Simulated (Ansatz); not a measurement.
A relaxed cell of Sb (R-3m (No. 166)), relaxed on a k-mesh at least as fine as the one used below. All values below come from PBE (plane waves to 420 eV, PAW, scalar-relativistic; Ansatz, a first-principles code). Γ-centred k-mesh 9×9×9 on the run's cell (coarser than for final values), Fermi–Dirac smearing 0.05 eV.

```
Sb
1.0
    2.18733     1.26285     3.84611
   -2.18733     1.26285     3.84611
    0.00000    -2.52571     3.84611
Sb
2
Direct
  0.23275   0.23275   0.23275
  0.76725   0.76725   0.76725
```

The atoms are displaced by (Å):

```csv
atom,ux,uy,uz
Sb1,-0.088,-0.132,-0.078
Sb2,0.274,-0.453,0.211
```

**Question.** What forces (eV/Å) and pressure result?

**Answer.** 
| atom | Fx | Fy | Fz |
|---|---|---|---|
| Sb1 | 4.00 | -2.47 | 3.59 |
| Sb2 | -4.00 | 2.47 | -3.59 |

Pressure +11.2 GPa.

**Question.** Estimate the energy cost of the displacement in the harmonic approximation and compare with the calculation.

**Answer.** For a harmonic well ΔE = −½ Σ F·u = 1.639 eV a cell, or 820 meV/atom. The calculated energy relative to the undisplaced cell is +0.59 eV/atom, so anharmonic terms matter at this amplitude.

No spin polarisation in the result.

The run that gave the undisplaced cell could not lose the symmetry of its start; a randomly shaken copy of 2 atoms returns to this structure.
